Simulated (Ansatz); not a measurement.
TaTe:
Space group Cmcm (No. 63); a = 3.5589 Å, b = 10.0654 Å, c = 4.6903 Å, α = β = γ = 90.00°

```
atom  site  symmetry       x       y       z
----  ----  --------  ------  ------  ------
Te      4c       m2m  0.0000  0.3625  0.2500
Ta      4c       m2m  0.0000  0.0786  0.2500
```
(The calculation used a cell of 4 atoms; values per cell refer to that cell.)

Relaxed at zero pressure with PBEsol (plane waves, PAW; program Ansatz).

Task: The volume is raised by 9 % and shape and atoms relax at that volume. What pressure results, and how do the axes share the change?

Result: -8.4 GPa; a 4.5 %, b 1.7 %, c 2.6 %; the energy rises by 54 meV/atom.

Task: Give the new structure.

Result: 
Space group Cmcm (No. 63); a = 3.719 Å, b = 10.232 Å, c = 4.813 Å, α = β = γ = 90.00°

```tsv
atom	site	symmetry	x	y	z
Te	4c	m2m	0.0000	0.3651	0.2500
Ta	4c	m2m	0.0000	0.0755	0.2500
```

The phase is kept; no other phase was compared at this pressure.

The start of the workflow was typed in or built on a structure type; neither database checked (COD, Materials Project) lists it. Whether it is the stable phase at ambient conditions was not checked. The cell was relaxed with PBEsol under the symmetry of its start; whether a distortion lowers the energy is not shown. The run is not spin-polarised. Spin–orbit coupling is left out wherever it is not named.

Potentials: the later of the program's two PAW sets.
